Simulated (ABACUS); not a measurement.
Consider a self-consistent single point of Si (P6_3/mmc, 8 atoms in the cell; from Materials Project mp-165, changed as shown).

```
CELL_PARAMETERS angstrom
      3.75469     0.00000     0.00000
      0.00000     6.50332     0.00000
      0.00000     0.00000     6.20597
ATOMIC_POSITIONS crystal
  Si 0.00000 0.33333 0.06301
  Si 0.50000 0.16667 0.93699
  Si 0.50000 0.16667 0.56301
  Si 0.00000 0.33333 0.43699
  Si 0.50000 0.83333 0.06301
  Si 0.00000 0.66667 0.93699
  Si 0.00000 0.66667 0.56301
  Si 0.50000 0.83333 0.43699
```

Method: LDA (PW92), PseudoDojo 0.4 standard norm-conserving LDA (tails mended) pseudopotentials (plane waves; ABACUS).

ABACUS settings:

- KPT: Gamma 6 4 4 0 0 0
- basis_type: pw
- dft_functional: PWLDA
- ecutwfc: 32 Ry
- smearing_method: fd
- smearing_sigma: 0.00146997 Ry
- potentials: PseudoDojo 0.4 standard norm-conserving LDA (tails mended)
- symmetry: 1
- ks_solver: dav_subspace
- scf_nmax: 100
- scf_thr: 1.0e-09 Ry
- mixing_type: broyden
- mixing_beta: 0.4

**Question.** Estimate, at this level of theory: gap on the k-point mesh and pressure.

**Answer.** The run gave:

- Gap on the k-point mesh = 0.20 eV
- Pressure = 3.51 GPa

The gap is read on the k-point mesh of the run and can differ from the gap over the whole zone at this level.

For comparison: a first run was changed to give this one (lattice scaled by 0.98), and from it to this one the free energy goes up by 3.1 meV/atom, the pressure goes from -2.43 to 3.51 GPa, the largest force goes from 0.019 to 0.005 eV/Å and the gap on the mesh goes from 0.325 to 0.197 eV.

The structure comes from a collection of computed structures, made at another level of theory; the collection holds predicted forms beside known ones.

Cost on one core: very roughly 40 core-seconds.

“Tails mended”: in these copies of the files the far tail of each local potential was reset to the Coulomb form.
